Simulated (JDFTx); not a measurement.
System: TiB2(0001) (P6/mmm bulk; lattice of mp-1145, not re-optimised at this level), 1x1 cell of 8 atoms in 5 planes (B outermost, slab composition Ti2B6), area 7.93 Å² a face, 6.3 Å between the outermost planes in a cell 22.5 Å high; k mesh 8×8×1, Fermi width 0.01 Ha, no spin polarisation. Whether this polymorph is the ambient one wasn't checked. Neither spin polarisation nor a larger cell was tried.

Level of theory: PBE, GBRV ultrasoft potentials, plane waves to 20/100 Ha; code: a modified build of JDFTx. Liquid: CANDLE, acetonitrile, 1 M NaF. The neutral cell holds 42 valence electrons and has two faces of 7.930 Å² each. Last filling lines of the neutral and of a charged run (μ in hartree, zero in the bulk liquid):

```
FillingsUpdate:  mu: -0.211393869  nElectrons: 42.000000
FillingsUpdate:  mu: -0.232991000  nElectrons: 41.946852
```

A calculation by hand: both potentials, by the convention U = −μ/e − 4.44 V vs SHE, the surface charge density and the mean capacitance.

U_pzc = 0.21139 × 27.2114 − 4.44 = 1.31 V; U = 0.23299 × 27.2114 − 4.44 = 1.90 V. The cell has -0.0531 excess electrons, a net charge of 0.0531 e, shared by two faces: σ = 0.0531 e / (2 × 7.930 Å²) = 0.00335 e/Å² = 5.4 μC/cm² (1 e/Å² = 1602.18 μC/cm²). C = σ/(U − U_pzc) = 5.4/0.59 ≈ 9 μF/cm². In this non-aqueous liquid the SHE scale is nominal.
